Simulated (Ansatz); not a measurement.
## Hf2Ga under pressure: fit and missing row

Hf2Ga, I4/mcm, a = 6.612 Å, c = 5.246 Å. The structure is a COD entry; whether it is the stable form wasn't checked. Ansatz: PBEsol, PAW, 420 eV, Γ-centred 8×8×8 mesh on 6 atoms, Gaussian smearing 0.10 eV; no spin polarisation. Cell and atoms are relaxed at each pressure, and no other structure is tried, so the rows at high pressure may lie past a change of phase.

| V (Å³/atom) | P (GPa) |
| --- | --- |
| ? | 60.00 |
| 16.091 | 30.02 |
| 17.320 | 14.98 |
| 18.059 | 7.98 |
| 18.687 | 2.97 |
| 19.111 | 0.00 |
| 19.590 | -2.99 |

Problem. Take V0 = 19.111 Å³/atom, fit the third-order Birch–Murnaghan form to the other rows, and predict the missing volume.

Solution. With the Eulerian strain f = ½[(V0/V)^(2/3) − 1] and y = P/[3f(1 + 2f)^(5/2)], the form is the line y = B0 + 1.5 B0 (B0′ − 4) f. Rows (f, y): 0.06075, 123.7; 0.03390, 125.0; 0.01923, 125.9; 0.00753, 126.7; -0.00818, 127.0. Means f = 0.02265, y = 125.66; Σ(Δf)² = 0.002769, ΣΔfΔy = -0.1400; the slope is their ratio. y = 126.8 − 50.55 f GPa, so B0 = 126.8 GPa and B0′ = 4 + 2 × (-50.55)/(3 × 126.8) = 3.73. P = 60.00 GPa is met at f = 0.10299 (y = 121.59), so V = V0 (1 + 2f)^(−3/2) = 14.430 Å³/atom. The run gave 14.416 Å³/atom, so the fit is 0.014 Å³/atom too high, 0.27 % of the span of the series, against an rms of 0.0009 Å³/atom on the fitted rows. The row lies outside the fitted range. The points of y bend away from a line: a fourth-order term fitted to them gives P = 59.93 GPa at this row's volume (the line 60.33, the run 60.00).

The mesh isn't the same in all rows (8×8×8, 10×10×10). Spin–orbit coupling is left out, which can shift energies with elements as heavy as these.